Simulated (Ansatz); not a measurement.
# FePt: zone-centre modes

These are results of Ansatz, DFT PBE, scalar-relativistic, plane waves, PAW, not measurements. Settings: 420 eV plane-wave cutoff, Γ-centred 20×20×14 mesh, Gaussian smearing of 0.20 eV. Collinear spin, site moments 3.0, 0.4 μB. Phonons by linear response, acoustic sum rule imposed.

The cell, relaxed at this level:
```
CELL_PARAMETERS angstrom
2.73054 0.00000 0.00000
0.00000 2.73054 0.00000
0.00000 0.00000 3.76376
ATOMIC_POSITIONS crystal
Fe 0.50000 0.50000 0.50000
Pt 0.00000 0.00000 0.00000
```

The cell has the CuAu (L1_0) type, in a space group that the Crystallography Open Database lists for this formula; it was reached from a generator's guess. In a metal, frequencies depend on the k mesh and the smearing, soft modes most. Spin–orbit coupling is left out, which matters for heavy elements.

Optical modes at Γ:
```json
{"frequency (cm⁻¹)": "157", "degeneracy": "2"}
{"frequency (cm⁻¹)": "226", "degeneracy": "1"}
```

All 3 optical modes at Γ are real: no displacement of atoms at fixed cell lowers the energy to second order. Strains and modes at other wave vectors aren't tested by this run.
